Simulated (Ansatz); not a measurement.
Starting cell, KTaO$_{3}$ (cubic perovskite):

```xyz
5
Lattice="4.0244 0.0000 0.0000 0.0000 4.0244 0.0000 0.0000 0.0000 4.0244" Properties=species:S:1:pos:R:3 pbc="T T T"
K      0.0000     0.0000     0.0000
Ta     2.0122     2.0122     2.0122
O      0.0000     2.0122     2.0122
O      2.0122     2.0122     0.0000
O      2.0122     0.0000     2.0122
```

In this cell atom 1 (K, nearest neighbour O at 2.846 Å; its periodic images, 4.0 Å or more away, move with it) is moved by u·(1.000, 0.000, 0.000) + v·(0.000, 1.000, 0.000); the rest is frozen.

These are PBE (plane waves to 420 eV, PAW, scalar-relativistic; Ansatz, a first-principles code) values and carry that method's errors. k mesh 7×7×7 (Γ-centred), Fermi-Dirac smearing 0.05 eV. The energy includes the smearing's −TS. KTaO3 is run without spin polarisation. KTaO3 was relaxed with its symmetry unable to fall. Spin-orbit coupling is left out, though Ta is heavy. ΔE is measured from the undisplaced structure. Axes are in Å.

Task: What ΔE (eV/cell) does the calculation give at all points of the grid u = -0.430, -0.215, 0.000, 0.215, 0.430 by v = -0.430, -0.215, 0.000, 0.215, 0.430?

Result: ΔE (eV/cell), with u across and v down:

```tsv
v \ u	-0.430	-0.215	0.000	0.215	0.430
-0.430	0.919	0.498	0.365	0.498	0.919
-0.215	0.498	0.187	0.088	0.187	0.498
0.000	0.365	0.088	0.000	0.088	0.365
0.215	0.498	0.187	0.088	0.187	0.498
0.430	0.919	0.498	0.365	0.498	0.919
```

(A displaced cell: forces are minus the slopes of the energy, force constants its curvatures, and phonons follow from these.)
